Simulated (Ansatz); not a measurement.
A frame of B$_{2}$O$_{3}$ from dynamics at 2450 K, with the forces (eV/Å) computed on a k mesh in the last three columns. The calculation used Ansatz 0.2.0, DFT PBE, scalar-relativistic, plane waves, PAW.

Cutoff 420 eV; k points 3×4×4 on the computed 15-atom cell (Γ-centred); Fermi–Dirac smearing, width 0.21 eV; no spin polarisation.

```xyz
15
Lattice="5.850 0.009 0.096 0.009 5.719 0.024 0.096 0.024 5.561" Properties=species:S:1:pos:R:3:forces:R:3 pbc="T T T"
B     2.541    2.171    2.444    0.700   -1.950   -1.240
B     0.973    3.562    2.068   -1.490    2.060   -5.080
B     5.126    4.445    2.634    1.010    5.700   -1.700
B     3.487    0.469    3.890    1.240   -3.630    3.170
B     5.315    2.439    0.736   10.670    2.090   -2.020
B     3.192    0.854    0.657    3.280   -1.020   -3.100
O     2.302    1.127    1.456   -4.670    2.040    5.340
O     4.285    1.897    0.999   -4.860   -3.390   -0.960
O     2.734    1.503    3.633   -0.710    2.900   -0.010
O     5.398    3.207    2.975    2.370   -2.230    1.960
O     0.183    4.696    1.387    0.280   -0.300    3.790
O     0.822    2.620    0.434   -5.230   -0.160    1.480
O     2.532    3.537    2.135   -4.450   -1.610    2.000
O     3.185    5.589    5.340    2.140    1.820   -2.870
O     4.535    5.687    3.187   -0.290   -2.330   -0.770
```

Static pressure -0.4 GPa (no kinetic part), a gap on the mesh of 3.12 eV.

Counting as bonded all pairs within 1.2 times the summed covalent radii:

| atom → neighbour | mean count | mean length (Å) | spread (Å) |
| --- | --- | --- | --- |
| B → B | 0.33 | 1.97 | 0.00 |
| B → O | 2.83 | 1.43 | 0.13 |
| O → B | 1.89 | 1.43 | 0.13 |

Angles between all pairs of such bonds at an atom (mean ± spread): 111 ± 34° at B, 113 ± 25° at O.

An odd mesh misses points on the zone edge, so a gap read on it can be too wide.

Cost: 1 run of about 0.66 core-minutes, on Arm Neoverse V1 (shared hosts).